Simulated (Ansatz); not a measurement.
La₃Ge₅:
```yaml
crystal:
  lattice:
    - [0.00000, 9.14362, 7.21195]
    - [3.05557, 0.00000, 7.21195]
    - [3.05557, 9.14362, 0.00000]
  atoms:
    - { symbol: La, position: [0.47426, 0.14016, 0.36298] }
    - { symbol: La, position: [0.14016, 0.47426, 0.02260] }
    - { symbol: La, position: [0.22740, 0.88702, 0.10984] }
    - { symbol: La, position: [0.88702, 0.22740, 0.77574] }
    - { symbol: La, position: [0.55137, 0.55137, 0.44863] }
    - { symbol: La, position: [0.80137, 0.80137, 0.69863] }
    - { symbol: Ge, position: [0.45752, 0.81857, 0.21804] }
    - { symbol: Ge, position: [0.81857, 0.45752, 0.50587] }
    - { symbol: Ge, position: [0.74413, 0.03196, 0.43143] }
    - { symbol: Ge, position: [0.03196, 0.74413, 0.79248] }
    - { symbol: Ge, position: [0.61176, 0.31474, 0.73963] }
    - { symbol: Ge, position: [0.31474, 0.61176, 0.33387] }
    - { symbol: Ge, position: [0.91613, 0.51037, 0.93526] }
    - { symbol: Ge, position: [0.51037, 0.91613, 0.63824] }
    - { symbol: Ge, position: [0.98998, 0.98998, 0.01002] }
    - { symbol: Ge, position: [0.23998, 0.23998, 0.26002] }
```

Relaxed with PBE. Special points in fractions of this cell's reciprocal vectors: Γ (0.000, 0.000, 0.000); Y (0.500, 0.000, 0.500); T (1.000, 0.500, 0.500); Z (0.500, 0.500, 0.000); Σ0 (0.000, 0.323, 0.323); U0 (1.000, 0.677, 0.677); C0 (0.500, 0.267, 0.767); A0 (0.500, 0.733, 0.233); L (0.500, 0.500, 0.500).

Task: List the band energies nearest the Fermi level at these points for DFT-PBE in the program Ansatz with PAW potentials.

Result: In eV from the Fermi level; about four levels below and three above (degenerate sets whole), none deeper than 8.9 eV; points with the same levels are listed once.

```json
[
 {"k": "Γ", "below": "-1.10 -0.95 -0.29 -0.08", "above": "0.08 0.14 0.58"},
 {"k": "Y", "below": "-0.82 -0.82 -0.07 -0.07", "above": "0.18 0.18 0.37 0.37"},
 {"k": "T", "below": "-1.01 -1.01 -0.82 -0.82", "above": "0.05 0.05 0.82 0.82"},
 {"k": "Z", "below": "-1.02 -1.02 -0.24 -0.24", "above": "0.91 0.91 1.22 1.22"},
 {"k": "Σ0", "below": "-1.04 -1.00 -0.91 -0.84", "above": "0.12 0.23 0.29"},
 {"k": "C0", "below": "-1.15 -1.15 -0.78 -0.78", "above": "0.02 0.02 0.68 0.68"},
 {"k": "L", "below": "-0.88 -0.59 -0.40 -0.22", "above": "0.22 0.29 0.56"}
]
```

Space group Fdd2. The workflow started from a Materials Project entry (that database holds measured and hypothetical structures alike); the Crystallography Open Database copy checked does not list it. Whether it is the stable phase at ambient conditions was not checked. Symmetry was held in the PBE relaxation; its stability against distortions is not shown here. Scalar-relativistic: spin–orbit coupling is off unless named, which matters more the heavier the elements.

Potentials: the later of the program's two PAW sets.
